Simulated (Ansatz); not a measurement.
Simulated powder pattern, Cu Kα1, λ = 1.54056 Å (kinematic, ideal powder, no thermal factors, no anomalous dispersion; the 30 strongest lines at most, above 1 %, up to 2θ = 90°):

```tsv
2θ (°)	d (Å)	I/Imax (%)
14.28	6.197	21
28.79	3.099	10
33.32	2.687	23
34.11	2.626	20
39.99	2.253	100
43.79	2.066	14
44.60	2.030	8.0
56.11	1.638	13
59.54	1.551	22
61.57	1.505	2.3
62.80	1.478	8.9
67.46	1.387	5.5
69.97	1.344	2.7
70.44	1.336	2.3
74.15	1.278	16
76.77	1.240	16
76.85	1.239	1.6
77.35	1.233	1.4
77.88	1.226	11
86.30	1.126	3.8
86.38	1.125	1.3
```

The pattern belongs to a structure relaxed with the program Ansatz at the PBE level (PAW).

Problem. Pick the material that matches.
A. Si3N4, P6_3/m (Si on 6h, N on 2d, N on 6h)
B. Re2B, P6_3/mmc (B on 2c, Re on 2a, Re on 2d)
C. SiMo2C, P6_3/mmc (Si on 2d, Mo on 4f, C on 2a)
D. Ta2SnN, P6_3/mmc (Sn on 2d, Ta on 4f, N on 2a)

Solution. C, SiMo2C, P6_3/mmc (Si on 2d, Mo on 4f, C on 2a)

Problem. Give the lattice parameters.

Solution. a = 3.103 Å, c = 12.394 Å.

The start of the workflow was typed in or built on a structure type; neither database checked (COD, Materials Project) lists it. Its standing as an ambient phase is unchecked. The cell was relaxed with PBE under the symmetry of its start; whether a distortion lowers the energy is not shown. No spin polarisation was allowed.

Potentials: the earlier of the program's two PAW sets.
